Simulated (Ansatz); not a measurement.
The relaxed structure here is a generated cell of SnS2: the first start was made by placing the elements on the sites of a structure type, and the end was not matched to a known phase here, so it may be hypothetical. Known forms of SnS2 include space group No. 164.

The end point of a relaxation of SnS$_{2}$. All values below come from PBEsol (plane waves to 420 eV, PAW, scalar-relativistic; Ansatz, a first-principles code).

```cif
data_S4Sn2
_chemical_formula_sum 'Sn2 S4'
_space_group_name_H-M_alt 'P 1'
_space_group_IT_number 1
_cell_length_a 7.57500
_cell_length_b 3.72461
_cell_length_c 4.96882
_cell_angle_alpha 90.000
_cell_angle_beta 90.000
_cell_angle_gamma 90.000
loop_
_space_group_symop_operation_xyz
  'x, y, z'
loop_
_atom_site_label
_atom_site_type_symbol
_atom_site_fract_x
_atom_site_fract_y
_atom_site_fract_z
_atom_site_occupancy
Sn1 Sn 0.75000 0.50000 0.94288 1
Sn2 Sn 0.25000 0.50000 0.05712 1
S1 S 0.48847 0.00000 0.28903 1
S2 S 0.98847 0.00000 0.71097 1
S3 S 0.01153 0.00000 0.28903 1
S4 S 0.51153 0.00000 0.71097 1
```

**Question.** Determine the symmetry and give the standard cell with its independent sites.

**Answer.** Space group Pmma (No. 51); a = 7.5750 Å, b = 3.7246 Å, c = 4.9688 Å, α = 90.00°, β = 90.00°, γ = 90.00°

| atom | site | symmetry | x | y | z |
|---|---|---|---|---|---|
| Sn | 2f | mm2 | 0.2500 | 0.5000 | 0.0571 |
| S | 4i | .m. | 0.0115 | 0.0000 | 0.2890 |

**Question.** Give the shortest distances between elements (the closest pairs, up to four, under 3.6 Å).

**Answer.** S–S 2.10 Å; S–Sn 2.84 Å.

The volume per atom is 23.36 Å³ and the band gap comes out as no gap (metallic).

The relaxed cell holds bonded S–S pairs (2.10 Å). No spin polarisation in the result.

The run could not lose the symmetry of its start, so the end can be a saddle point.

It was reached from a disturbed copy of a Cmmm (No. 65) cell, against which it lies -0.16 eV/atom.
